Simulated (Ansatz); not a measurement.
A plane-wave DFT run in Ansatz 0.2.0 (scalar-relativistic PAW potentials unless the input names others): input and command.

```yaml
crystal:
  lattice:
    - [-5.6033815714, 5.6033815714, 5.6033815714]
    - [5.6033815714, -5.6033815714, 5.6033815714]
    - [5.6033815714, 5.6033815714, -5.6033815714]
  atoms:
    - { symbol: Ga, position: [0.0, 0.25, 0.75] }
    - { symbol: Ga, position: [0.0, 0.5, 0.5] }
    - { symbol: Ga, position: [0.0, 0.75, 0.25] }
    - { symbol: Ga, position: [0.25, 0.0, 0.75] }
    - { symbol: Ga, position: [0.0, 0.0, 0.0] }
    - { symbol: Ga, position: [0.25, 0.25, 0.5] }
    - { symbol: Ga, position: [0.25, 0.5, 0.25] }
    - { symbol: Ga, position: [0.5, 0.75, 0.75] }
    - { symbol: Ga, position: [0.25, 0.75, 0.0] }
    - { symbol: Ga, position: [0.5, 0.0, 0.5] }
    - { symbol: Ga, position: [0.5, 0.25, 0.25] }
    - { symbol: Ga, position: [0.75, 0.5, 0.75] }
    - { symbol: Ga, position: [0.5, 0.5, 0.0] }
    - { symbol: Ga, position: [0.75, 0.75, 0.5] }
    - { symbol: Ga, position: [0.75, 0.0, 0.25] }
    - { symbol: Ga, position: [0.75, 0.25, 0.0] }
    - { symbol: As, position: [0.75, 0.0, 0.5] }
    - { symbol: As, position: [0.75, 0.25, 0.25] }
    - { symbol: As, position: [0.75, 0.5, 0.0] }
    - { symbol: As, position: [0.0, 0.75, 0.5] }
    - { symbol: As, position: [0.75, 0.75, 0.75] }
    - { symbol: As, position: [0.0, 0.0, 0.25] }
    - { symbol: As, position: [0.0, 0.25, 0.0] }
    - { symbol: As, position: [0.25, 0.5, 0.5] }
    - { symbol: As, position: [0.0, 0.5, 0.75] }
    - { symbol: As, position: [0.25, 0.75, 0.25] }
    - { symbol: As, position: [0.25, 0.0, 0.0] }
    - { symbol: As, position: [0.5, 0.25, 0.5] }
    - { symbol: As, position: [0.25, 0.25, 0.75] }
    - { symbol: As, position: [0.5, 0.5, 0.25] }
    - { symbol: As, position: [0.5, 0.75, 0.0] }
    - { symbol: As, position: [0.5, 0.0, 0.75] }
basis:
  ecutwfc: 420
  xc_grid: 2
kpoints:
  mp_grid: { grid: [3, 3, 3], shift: [0.0, 0.0, 0.0] }
hamiltonian:
  xc: lda
scf:
  occupations: { method: fermi_dirac, width: 0.3 }
  n_extra_bands: 0
  max_iter: 50
output:
  forces: true
  eigenvalues: true
  stress: true
```

```bash
ansatz run input.yaml --threads 4 --pin off --max-ram 8192MiB --backend cpu --events-out ev --progress --plain --runs-dir out
```

Q: What will the program do with this input?

A: The program refuses it, because of too few bands (scf.n_extra_bands: not typed → 0). Also changed, but not at fault: scf.occupations: {"method": "gaussian", "width": 0.02} → {"method": "fermi_dirac", "width": 0.3}. With the sound run's settings it is accepted.

Abridged log:
```
Error: inconsistent input (scf.n_extra_bands, scf.occupations.method): n_bands = 224 leaves no empty band above the 224 bands per channel that the deck's 448 electrons occupy, and the occupations search for the Fermi level (a smearing at a finite width, or tetrahedra): a level found among occupied bands alone can fill a metal as an insulator; raise scf.n_extra_bands until at least 225 bands are solved (omitted, it auto-derives to 291) (see scf.n_extra_bands in the input reference)
```